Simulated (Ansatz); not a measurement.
# NiPt (R-3m): electronic heat capacity from the density of states

Method: DFT r2SCAN, scalar-relativistic, plane waves, PAW (Ansatz 0.2.0).

Settings: cutoff 500 eV, Γ-centred mesh 18×18×18 on the computed 2-atom cell, Gaussian smearing of 0.10 eV; collinear spin from starting moments -1.12 -0.27 μB.

Relaxed cell: R-3m, a = 2.703 Å, b = 2.703 Å, c = 12.698 Å, α = 90.00°, β = 90.00°, γ = 120.00°, 2 atoms in the primitive cell. Whether it is the stable form of this composition wasn't checked.

The density of states at the Fermi level is 1.236 states/eV in the cell of 2 atoms (1 formula unit; both spins, tetrahedra on a 27×27×27 mesh). The run ends with a moment of -1.17 μB a cell (largest on a site 1.02 μB), and the figure is for this state; a paramagnetic sample can have a quite different one. Another magnetic order, if the compound takes it, can change N(E_F) and the shape of the cell a good deal.

Q: What Sommerfeld coefficient does this give?

A: Per formula unit N(E_F) = 1.236 states/eV. γ = (π²/3) k_B² N(E_F) N_A = 2.357 mJ/(mol K²) per state/eV, so γ = 2.9 mJ/(mol K²), a mole of formula units. This is the bare band result: a measured γ of the same phase and magnetic order is as a rule larger by a factor 1 + λ from phonons and spin fluctuations. N(E_F) at one energy is sensitive to the mesh where the density of states has sharp peaks.

The state reached may not be the lowest one. Spin-orbit coupling is left out, which matters for the bands of heavy elements.

Only this magnetic start was tried.

Cost: 1 run of about 3.9 core-minutes, on Arm Neoverse V1 (shared hosts).